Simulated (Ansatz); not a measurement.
In plane-wave PAW r²SCAN (Ansatz code), Bi in the fcc (Cu type) structure (Fm-3m) relaxes to a = 5.008 Å. Bi has 12 nearest neighbours from 3.54 Å (cuboctahedral).

Electronic character: metallic (no gap). Gap from r²SCAN with spin–orbit coupling: none (metallic).

An equation-of-state fit gives a bulk modulus of 54.3 GPa. The relaxed-ion elastic constants in GPa are C11 = 41.2, C12 = 60.8, C44 = 1.1.

The start of the workflow was typed in or built on a structure type; neither database checked (COD, Materials Project) lists it. It is not the phase usual at ambient conditions (space group No. 166). The r²SCAN relaxation kept the symmetry of its start. At this level the phase is mechanically unstable. As this level gives no gap, shear constants depend on the k-mesh and smearing (Fermi–Dirac, 0.1 eV here). Scalar-relativistic: spin–orbit coupling is off unless named, which matters more the heavier the elements.

Potentials: the earlier of the program's two PAW sets.
